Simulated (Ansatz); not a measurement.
Geometry optimisation in Ansatz: input, command and trajectory.

```yaml
crystal:
  lattice:
    - [3.9387223083, 2.274022385, 4.7477373834]
    - [-3.9387223083, 2.274022385, 4.7477373834]
    - [0.0, -4.5480447699, 4.7477373835]
  atoms:
    - { symbol: Ti, position: [0.6866331269, 0.941347995, 0.1235427949] }
    - { symbol: Ti, position: [0.7228753681, 0.7228753681, 0.7228753681] }
    - { symbol: Ti, position: [0.1235427949, 0.6866331269, 0.941347995] }
    - { symbol: Ti, position: [0.058652005, 0.8764572051, 0.3133668731] }
    - { symbol: Ti, position: [0.941347995, 0.1235427949, 0.6866331269] }
    - { symbol: Ti, position: [0.8764572051, 0.3133668731, 0.058652005] }
    - { symbol: Ti, position: [0.2771246319, 0.2771246319, 0.2771246319] }
    - { symbol: Ti, position: [0.3133668731, 0.058652005, 0.8764572051] }
    - { symbol: O, position: [0.0, 0.0, 0.0] }
    - { symbol: O, position: [0.7474888485, 0.8257095493, 0.4200058644] }
    - { symbol: O, position: [0.3568548362, 0.9628530578, 0.1992146096] }
    - { symbol: O, position: [0.4200058644, 0.7474888485, 0.8257095493] }
    - { symbol: O, position: [0.0371469422, 0.8007853904, 0.6431451638] }
    - { symbol: O, position: [0.8007853904, 0.6431451638, 0.0371469422] }
    - { symbol: O, position: [0.8257095493, 0.4200058644, 0.7474888485] }
    - { symbol: O, position: [0.1742904507, 0.5799941356, 0.2525111515] }
    - { symbol: O, position: [0.1992146096, 0.3568548362, 0.9628530578] }
    - { symbol: O, position: [0.9628530578, 0.1992146096, 0.3568548362] }
    - { symbol: O, position: [0.5799941356, 0.2525111515, 0.1742904507] }
    - { symbol: O, position: [0.6431451638, 0.0371469422, 0.8007853904] }
    - { symbol: O, position: [0.2525111515, 0.1742904507, 0.5799941356] }
basis:
  ecutwfc: 500
kpoints:
  mp_grid: { grid: [6, 6, 6] }
hamiltonian:
  xc: r2scan
scf:
  occupations: { method: gaussian, width: 0.02 }
output:
  forces: true
  stress: true
  eigenvalues: true
relax:
  adjacent_minimum: "off"
  f_tol: 0.01
  max_steps: 30
  cell: { stress_tol: 0.1, fix: [volume] }
```

```bash
ansatz run input.yaml --threads 4 --pin off --max-ram 10240MiB --backend cpu --events-out ev --progress --plain --runs-dir out
```

All numbers below come from DFT r2SCAN, scalar-relativistic, plane waves, PAW (Ansatz 0.2.0).

The volume is held at 1.06 times that of the relaxed cell.

Of 7 frames 6 are shown, positions in Å and forces in eV/Å; the SCF threshold varies from step to step. Steps run on the plane waves of an earlier cell, with a Pulay correction in the pressure. The basis is chosen afresh for the last frame, the zero of the energies, and at times for earlier ones too; energy and pressure can step there, also at an unchanged geometry. Where two frames share a geometry here, they differ by under 2 meV/atom and 0.3 GPa.

```xyz
21
Lattice="3.9387 2.2740 4.7477 -3.9387 2.2740 4.7477 0.0000 -4.5480 4.7477" Properties=species:S:1:pos:R:3:forces:R:3 pbc="T T T" step=1 free_energy_over_end_meV_per_atom=1.17 pressure_GPa=-10.25
Ti   -1.0033    3.1402    8.3158   -0.0454   -0.0359    0.0049
Ti    0.0000    0.0000   10.2961    0.0000    0.0000   -0.1192
Ti   -2.2179   -2.4389    8.3158    0.0538   -0.0214    0.0049
Ti   -3.2211    0.7013    5.9274    0.0084   -0.0573   -0.0049
Ti    3.2211   -0.7013    8.3158   -0.0084    0.0573    0.0049
Ti    2.2179    2.4389    5.9274   -0.0538    0.0214   -0.0049
Ti    0.0000    0.0000    3.9471    0.0000    0.0000    0.1192
Ti    1.0033   -3.1402    5.9274    0.0454    0.0359   -0.0049
O     0.0000    0.0000    0.0000    0.0000    0.0000    0.0000
O    -0.3081    1.6673    9.4632    0.0873    0.0444    0.1567
O    -2.3869    2.0950    7.2114   -0.1391    0.1473   -0.0260
O    -1.2899   -1.1005    9.4632   -0.0821    0.0534    0.1567
O    -3.0078   -1.0196    7.0318   -0.1971   -0.0469    0.0260
O     0.6209    3.1146    7.0318    0.0580    0.1941    0.0260
O     1.5980   -0.5668    9.4632   -0.0052   -0.0979    0.1567
O    -1.5980    0.5668    4.7800    0.0052    0.0979   -0.1567
O    -0.6209   -3.1146    7.2114   -0.0580   -0.1941   -0.0260
O     3.0078    1.0196    7.2114    0.1971    0.0469   -0.0260
O     1.2899    1.1005    4.7800    0.0821   -0.0534   -0.1567
O     2.3869   -2.0950    7.0318    0.1391   -0.1473    0.0260
O     0.3081   -1.6673    4.7800   -0.0873   -0.0444   -0.1567
21
Lattice="3.9371 2.2731 4.7516 -3.9371 2.2731 4.7516 0.0000 -4.5462 4.7516" Properties=species:S:1:pos:R:3:forces:R:3 pbc="T T T" step=2 free_energy_over_end_meV_per_atom=0.30 pressure_GPa=-9.55
Ti   -0.9957    3.1332    8.3224   -0.0458    0.0725    0.0071
Ti    0.0000    0.0000   10.3039    0.0000    0.0000    0.0231
Ti   -2.2156   -2.4289    8.3224   -0.0399   -0.0760    0.0071
Ti   -3.2113    0.7043    5.9325   -0.0857   -0.0034   -0.0071
Ti    3.2113   -0.7043    8.3224    0.0857    0.0034    0.0071
Ti    2.2156    2.4289    5.9325    0.0399    0.0760   -0.0071
Ti    0.0000    0.0000    3.9510    0.0000    0.0000   -0.0231
Ti    0.9957   -3.1332    5.9325    0.0458   -0.0725   -0.0071
O     0.0000    0.0000    0.0000    0.0000    0.0000    0.0000
O    -0.2993    1.6707    9.4808    0.0534   -0.0108    0.0470
O    -2.3935    2.1076    7.2161   -0.0234    0.0267   -0.0204
O    -1.2973   -1.0946    9.4808   -0.0174    0.0517    0.0470
O    -3.0219   -1.0190    7.0388   -0.0348   -0.0069    0.0204
O     0.6285    3.1266    7.0388    0.0114    0.0336    0.0204
O     1.5965   -0.5762    9.4808   -0.0361   -0.0409    0.0470
O    -1.5965    0.5762    4.7741    0.0361    0.0409   -0.0470
O    -0.6285   -3.1266    7.2161   -0.0114   -0.0336   -0.0204
O     3.0219    1.0190    7.2161    0.0348    0.0069   -0.0204
O     1.2973    1.0946    4.7741    0.0174   -0.0517   -0.0470
O     2.3935   -2.1076    7.0388    0.0234   -0.0267    0.0204
O     0.2993   -1.6707    4.7741   -0.0534    0.0108   -0.0470
21
Lattice="3.9391 2.2743 4.7468 -3.9391 2.2743 4.7468 0.0000 -4.5485 4.7468" Properties=species:S:1:pos:R:3:forces:R:3 pbc="T T T" step=3 free_energy_over_end_meV_per_atom=0.16 pressure_GPa=-9.38
Ti   -0.9959    3.1357    8.3147   -0.0387    0.0671    0.0128
Ti    0.0000    0.0000   10.2962    0.0000    0.0000    0.0075
Ti   -2.2177   -2.4303    8.3147   -0.0388   -0.0670    0.0128
Ti   -3.2136    0.7054    5.9256   -0.0774    0.0001   -0.0128
Ti    3.2136   -0.7054    8.3147    0.0774   -0.0001    0.0128
Ti    2.2177    2.4303    5.9256    0.0388    0.0670   -0.0128
Ti    0.0000    0.0000    3.9441    0.0000    0.0000   -0.0075
Ti    0.9959   -3.1357    5.9256    0.0387   -0.0671   -0.0128
O     0.0000    0.0000    0.0000    0.0000    0.0000    0.0000
O    -0.2945    1.6716    9.4735    0.0331   -0.0101    0.0185
O    -2.3960    2.1117    7.2064   -0.0099    0.0090   -0.0080
O    -1.3004   -1.0909    9.4735   -0.0078    0.0338    0.0185
O    -3.0268   -1.0191    7.0339   -0.0127   -0.0040    0.0080
O     0.6308    3.1309    7.0339    0.0029    0.0130    0.0080
O     1.5949   -0.5807    9.4735   -0.0254   -0.0236    0.0185
O    -1.5949    0.5807    4.7667    0.0254    0.0236   -0.0185
O    -0.6308   -3.1309    7.2064   -0.0029   -0.0130   -0.0080
O     3.0268    1.0191    7.2064    0.0127    0.0040   -0.0080
O     1.3004    1.0909    4.7667    0.0078   -0.0338   -0.0185
O     2.3960   -2.1117    7.0339    0.0099   -0.0090    0.0080
O     0.2945   -1.6716    4.7667   -0.0331    0.0101   -0.0185
21
Lattice="3.9383 2.2738 4.7487 -3.9383 2.2738 4.7487 0.0000 -4.5476 4.7487" Properties=species:S:1:pos:R:3:forces:R:3 pbc="T T T" step=4 free_energy_over_end_meV_per_atom=0.03 pressure_GPa=-9.16
Ti   -0.9982    3.1405    8.3202   -0.0186    0.0260   -0.0153
Ti    0.0000    0.0000   10.3032    0.0000    0.0000    0.0078
Ti   -2.2206   -2.4347    8.3202   -0.0132   -0.0292   -0.0153
Ti   -3.2188    0.7057    5.9258   -0.0319   -0.0031    0.0153
Ti    3.2188   -0.7057    8.3202    0.0319    0.0031   -0.0153
Ti    2.2206    2.4347    5.9258    0.0132    0.0292    0.0153
Ti    0.0000    0.0000    3.9429    0.0000    0.0000   -0.0078
Ti    0.9982   -3.1405    5.9258    0.0186   -0.0260    0.0153
O     0.0000    0.0000    0.0000    0.0000    0.0000    0.0000
O    -0.2886    1.6714    9.4794    0.0062   -0.0053   -0.0027
O    -2.3981    2.1140    7.2070    0.0241    0.0043    0.0092
O    -1.3032   -1.0856    9.4794    0.0015    0.0080   -0.0027
O    -3.0298   -1.0198    7.0391    0.0083    0.0230   -0.0092
O     0.6317    3.1338    7.0391    0.0158   -0.0187   -0.0092
O     1.5918   -0.5858    9.4794   -0.0077   -0.0027   -0.0027
O    -1.5918    0.5858    4.7666    0.0077    0.0027    0.0027
O    -0.6317   -3.1338    7.2070   -0.0158    0.0187    0.0092
O     3.0298    1.0198    7.2070   -0.0083   -0.0230    0.0092
O     1.3032    1.0856    4.7666   -0.0015   -0.0080    0.0027
O     2.3981   -2.1140    7.0391   -0.0241   -0.0043   -0.0092
O     0.2886   -1.6714    4.7666   -0.0062    0.0053    0.0027
21
Lattice="3.9383 2.2738 4.7487 -3.9383 2.2738 4.7487 0.0000 -4.5476 4.7487" Properties=species:S:1:pos:R:3:forces:R:3 pbc="T T T" step=5 free_energy_over_end_meV_per_atom=0.01 pressure_GPa=-9.14
Ti   -1.0000    3.1437    8.3194   -0.0061   -0.0028    0.0088
Ti    0.0000    0.0000   10.3035    0.0000    0.0000   -0.0340
Ti   -2.2225   -2.4379    8.3194    0.0055   -0.0039    0.0088
Ti   -3.2225    0.7058    5.9267   -0.0007   -0.0067   -0.0088
Ti    3.2225   -0.7058    8.3194    0.0007    0.0067    0.0088
Ti    2.2225    2.4379    5.9267   -0.0055    0.0039   -0.0088
Ti    0.0000    0.0000    3.9426    0.0000    0.0000    0.0340
Ti    1.0000   -3.1437    5.9267    0.0061    0.0028   -0.0088
O     0.0000    0.0000    0.0000    0.0000    0.0000    0.0000
O    -0.2872    1.6717    9.4794    0.0009   -0.0005   -0.0018
O    -2.3967    2.1152    7.2080   -0.0019   -0.0080   -0.0056
O    -1.3041   -1.0846    9.4794    0.0000    0.0010   -0.0018
O    -3.0302   -1.0180    7.0381    0.0059   -0.0057    0.0056
O     0.6334    3.1332    7.0381   -0.0079   -0.0023    0.0056
O     1.5913   -0.5871    9.4794   -0.0009   -0.0006   -0.0018
O    -1.5913    0.5871    4.7667    0.0009    0.0006    0.0018
O    -0.6334   -3.1332    7.2080    0.0079    0.0023   -0.0056
O     3.0302    1.0180    7.2080   -0.0059    0.0057   -0.0056
O     1.3041    1.0846    4.7667    0.0000   -0.0010    0.0018
O     2.3967   -2.1152    7.0381    0.0019    0.0080    0.0056
O     0.2872   -1.6717    4.7667   -0.0009    0.0005    0.0018
21
Lattice="3.9381 2.2737 4.7493 -3.9381 2.2737 4.7493 0.0000 -4.5473 4.7493" Properties=species:S:1:pos:R:3:forces:R:3 pbc="T T T" step=7 free_energy_over_end_meV_per_atom=0.00 pressure_GPa=-9.16
Ti   -1.0009    3.1438    8.3206    0.0016   -0.0003   -0.0081
Ti    0.0000    0.0000   10.3026    0.0000    0.0000   -0.0023
Ti   -2.2222   -2.4387    8.3206   -0.0005    0.0015   -0.0081
Ti   -3.2231    0.7051    5.9272    0.0011    0.0012    0.0081
Ti    3.2231   -0.7051    8.3206   -0.0011   -0.0012   -0.0081
Ti    2.2222    2.4387    5.9272    0.0005   -0.0015    0.0081
Ti    0.0000    0.0000    3.9453    0.0000    0.0000    0.0023
Ti    1.0009   -3.1438    5.9272   -0.0016    0.0003    0.0081
O     0.0000    0.0000    0.0000    0.0000    0.0000    0.0000
O    -0.2872    1.6715    9.4797   -0.0007    0.0004   -0.0009
O    -2.3966    2.1143    7.2088   -0.0012    0.0000   -0.0010
O    -1.3039   -1.0845    9.4797    0.0000   -0.0008   -0.0009
O    -3.0293   -1.0184    7.0390   -0.0006   -0.0010    0.0010
O     0.6327    3.1327    7.0390   -0.0006    0.0011    0.0010
O     1.5911   -0.5870    9.4797    0.0007    0.0004   -0.0009
O    -1.5911    0.5870    4.7681   -0.0007   -0.0004    0.0009
O    -0.6327   -3.1327    7.2088    0.0006   -0.0011   -0.0010
O     3.0293    1.0184    7.2088    0.0006    0.0010   -0.0010
O     1.3039    1.0845    4.7681    0.0000    0.0008    0.0009
O     2.3966   -2.1143    7.0390    0.0012    0.0000    0.0010
O     0.2872   -1.6715    4.7681    0.0007   -0.0004    0.0009
```

It took 2.8 min on 4 threads of Oxide Virtual Turin-like Processor (Zen 5), with other jobs on the host, peak memory 2.2 GiB.